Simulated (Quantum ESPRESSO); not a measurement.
## Si6NAl (a curve over one atom's position)

Computed values, not a measurement. The program is pw.x of Quantum ESPRESSO 7.5 (plane-wave density functional theory). The cell is made up: 8 atoms on a zincblende/diamond lattice, with randomly drawn elements, strain and displacements, not relaxed. PseudoDojo standard norm-conserving files (v0.5 for PBE, v0.4.1 for LDA and PBEsol) set the functional; there is no spin polarisation, spin-orbit coupling or dispersion term, and the masses in the input are unused placeholders.

Seven runs move atom 2 (Si, counted in the order of the input) along z and keep all else fixed.

Input of the run at -0.0000:

```
&control calculation='scf', pseudo_dir='./dojo.nc.sr.pbe.v0_5.standard.upf', outdir='./o', disk_io='medium', tprnfor=.true., tstress=.true. /
&system ibrav=0, nat=8, ntyp=3, nbnd=26, ecutwfc=84.00895049, nosym=.true., tot_charge=0,
 occupations='smearing', smearing='fd', degauss=0.0073498644
/
&electrons conv_thr=7.350e-09, electron_maxstep=60, /
ATOMIC_SPECIES
Al 1.0 Al.upf
N 1.0 N.upf
Si 1.0 Si.upf
CELL_PARAMETERS angstrom
5.5297 0.0 0.0
0.0 5.5297 0.0
0.0 0.0 5.5297
ATOMIC_POSITIONS angstrom
Si -0.0773 0.0009 -0.1461
Si 0.0056 2.6452 2.7416
N 2.8224 -0.0194 2.8795
Si 2.8998 2.7908 0.1002
Si 1.5448 1.4184 1.4391
Si 1.4426 4.1244 4.0172
Si 4.1842 1.3606 4.1546
Al 4.2382 4.0777 1.3323
K_POINTS automatic
6 6 6 1 1 1
```

| shift of atom 2 along z (Å) | free energy less that of the input shown (eV) | Fx on atom 2 (eV/Å) | Fy on atom 2 (eV/Å) | Fz on atom 2 (eV/Å) | pressure (GPa) | iterations |
| --- | --- | --- | --- | --- | --- | --- |
| -0.0839 | 0.0493 | 0.801 | 0.060 | 1.088 | -6.30 | 11 |
| -0.0000 | 0.0000 | 0.875 | 0.226 | 0.086 | -6.41 | 11 |
| +0.0168 | 0.0002 | 0.893 | 0.259 | -0.115 | -6.41 | 11 |
| +0.0421 | 0.0070 | 0.922 | 0.309 | -0.418 | -6.41 | 11 |
| +0.1130 | 0.0664 | 1.017 | 0.451 | -1.253 | -6.36 | 11 |
| +0.1273 | 0.0855 | 1.038 | 0.480 | -1.418 | -6.33 | 11 |

Question: one run is left out of the table, at -0.0256. Estimate its Fz on atom 2 (eV/Å).

Answer: 0.393. The whole row:

| shift of atom 2 along z (Å) | free energy less that of the input shown (eV) | Fx on atom 2 (eV/Å) | Fy on atom 2 (eV/Å) | Fz on atom 2 (eV/Å) | pressure (GPa) | iterations |
| --- | --- | --- | --- | --- | --- | --- |
| -0.0256 | 0.0061 | 0.850 | 0.175 | 0.393 | -6.39 | 11 |

A cubic fit gives dFz/dz = -11.99 eV/Å² at zero shift. Across the table the free energy follows the integral of the force to within 0.1 meV. A rerun of one of the cells at 1437 eV and a 8 x 8 x 8 mesh moved values by no more than 0.006 eV in energy, 0.02 GPa in stress and 0.007 eV/Å in force.